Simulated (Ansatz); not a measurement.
**Cd4SeS3: rattling a relaxed structure**

It was reached by relaxing an invented guess, and it needn't be the stable form of this composition.

Computed with DFT PBE, scalar-relativistic, plane waves, PAW in Ansatz. Cutoff 420 eV; k points 6×6×4 on the computed 8-atom cell (Γ-centred); Gaussian smearing, width 0.02 eV; no spin polarisation.

The cell below (8 atoms, space group P-4m2 (No. 115)) is relaxed within its symmetry.

```cif
data_structure
_symmetry_space_group_name_H-M 'P 1'
_symmetry_Int_Tables_number 1
_cell_length_a 4.2418
_cell_length_b 4.2418
_cell_length_c 11.9615
_cell_angle_alpha 90.000
_cell_angle_beta 90.000
_cell_angle_gamma 90.000
_cell_volume 215.23
loop_
_atom_site_label
_atom_site_type_symbol
_atom_site_fract_x
_atom_site_fract_y
_atom_site_fract_z
_atom_site_occupancy
Cd1 Cd 0.50000 0.00000 0.62161 1
Cd2 Cd 0.00000 0.50000 0.86557 1
Cd3 Cd 0.50000 0.00000 0.13443 1
Cd4 Cd 0.00000 0.50000 0.37839 1
Se1 Se 0.00000 0.00000 0.00000 1
S1 S 0.50000 0.50000 0.25656 1
S2 S 0.00000 0.00000 0.50000 1
S3 S 0.50000 0.50000 0.74344 1
```

For the test it was strained at random (σ = 1.5 % a component), the atoms were moved at random (σ = 0.10 Å), and all was relaxed again on a coarse 4×4×1 mesh (in the run’s order of axes) with 0.10 eV smearing, with no symmetry imposed.

Q: Is the structure stable against such a distortion?

A: It returns, within 1 meV/atom of the unmoved cell on that mesh and with the same symmetry when read at 0.1 Å. No instability shows in this cell; modes of other wave vectors, which need another repeat, aren't tested.
